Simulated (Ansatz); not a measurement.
LiF (rock salt)

```yaml
crystal:
  lattice:
    - [0.00000, 2.00386, 2.00386]
    - [2.00386, 0.00000, 2.00386]
    - [2.00386, 2.00386, 0.00000]
  atoms:
    - { symbol: F, position: [0.00000, 0.00000, 0.00000] }
    - { symbol: Li, position: [0.50000, 0.50000, 0.50000] }
```

The slice is a {111} plane (indices of the conventional cell) through the point (0.000, 0.000, 0.000) (fractional), spanned by u = [100] and v = [-1 2 0] in vectors of this cell: u (2.83 Å) and v (4.91 Å, at 90° to u). It covers one period; positions are fractions (u, v).

Computed with PBEsol (plane waves to 420 eV, PAW, scalar-relativistic; Ansatz, a quantum-chemistry and plane-wave program). k mesh 14×14×14. Near the nuclei the fields are pseudised (PAW); where an atom keeps semicore shells as valence, they peak there. LiF was relaxed with its symmetry unable to fall.

**Question.** Sketch the electrostatic potential energy of an electron, from the cell's mean on this plane as a map.

**Answer.** 
| v \ u | 0.00 | 0.17 | 0.33 | 0.50 | 0.67 | 0.83 |
|---|---|---|---|---|---|---|
| 0.90 | x | x | 5.5 | 5.2 | 5.5 | x |
| 0.80 | 5.2 | 5.8 | 5.5 | 5.0 | 5.5 | 5.9 |
| 0.70 | 5.0 | 5.5 | 5.8 | 5.2 | 5.9 | 5.5 |
| 0.60 | 5.2 | 5.5 | x | x | x | 5.5 |
| 0.50 | 6.0 | 5.7 | x | x | x | 5.7 |
| 0.40 | 5.2 | 5.5 | x | x | x | 5.5 |
| 0.30 | 5.0 | 5.5 | 5.9 | 5.2 | 5.8 | 5.5 |
| 0.20 | 5.2 | 5.9 | 5.5 | 5.0 | 5.5 | 5.8 |
| 0.10 | x | x | 5.5 | 5.2 | 5.5 | x |
| 0.00 | x | x | 5.7 | 6.0 | 5.7 | x |

Values: electrostatic potential energy of an electron, from the cell's mean, in eV. Points within 0.8 Å of a nucleus are blanked (x), as the pseudised field means little there. The zero, the cell's mean, hangs on the PAW cores.
